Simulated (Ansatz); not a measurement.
# Relaxing a structure of CsPbBr3

The start is a randomly generated symmetric cell of CsPbBr3 (space group No. 183). The cell and all atomic positions are relaxed at zero pressure with r2SCAN (plane waves to 500 eV, PAW, scalar-relativistic; Ansatz, a program for electronic structure). The first steps use a 7×7×5 k-mesh.

The start:
```
CELL_PARAMETERS angstrom
      5.74478     0.00000     0.00000
     -2.87239     4.97512     0.00000
      0.00000     0.00000     7.79699
ATOMIC_POSITIONS crystal
  Br 0.50000 0.00000 0.80985
  Br 0.00000 0.50000 0.80985
  Br 0.50000 0.50000 0.80985
  Cs 0.00000 0.00000 0.94054
  Pb 0.00000 0.00000 0.35279
```

```json
{
  "initial_pressure": "+7.0 GPa (positive: the cell is compressed)",
  "largest_initial_force": "1.52 eV/Å, on Cs4 (atoms numbered as listed)",
  "outcome": "The space group stays P6mm (No. 183) (the run could not lower it), with 5 atoms in the primitive cell",
  "Shortest distances (start → end)": "The closest pairs of elements (up to four, under 3.6 Å), start → end: Br–Br 2.87 → 3.28 Å; Br–Cs 3.05 → 4.81 Å; Cs–Pb 3.21 → 3.57 Å; Br–Pb 4.58 → 3.28 Å",
  "optimiser_moves": "24"
}
```

It ends as:

Space group P6mm (No. 183); a = b = 6.5658 Å, c = 7.1622 Å, α = β = 90.00°, γ = 120.00°

```json
[
 {"atom": "Br", "site": "3c", "symmetry": "2mm", "x": "0.5000", "y": "0.5000", "z": "0.3523"},
 {"atom": "Cs", "site": "1a", "symmetry": "6mm", "x": "0.0000", "y": "0.0000", "z": "0.8613"},
 {"atom": "Pb", "site": "1a", "symmetry": "6mm", "x": "0.0000", "y": "0.0000", "z": "0.3591"}
]
```

Final values are on a 8×8×7 k-mesh of the relaxed cell. No spin polarisation in the result.

The run could not lose the symmetry of its start: the end is stationary, and may be a saddle point rather than a minimum.

The relaxed structure here is a generated cell of CsPbBr3: the first start was made by a random draw of sites in a space group, and the end was not matched to a known phase here, so it may be hypothetical. Known forms of CsPbBr3 include space group No. 62, 221.
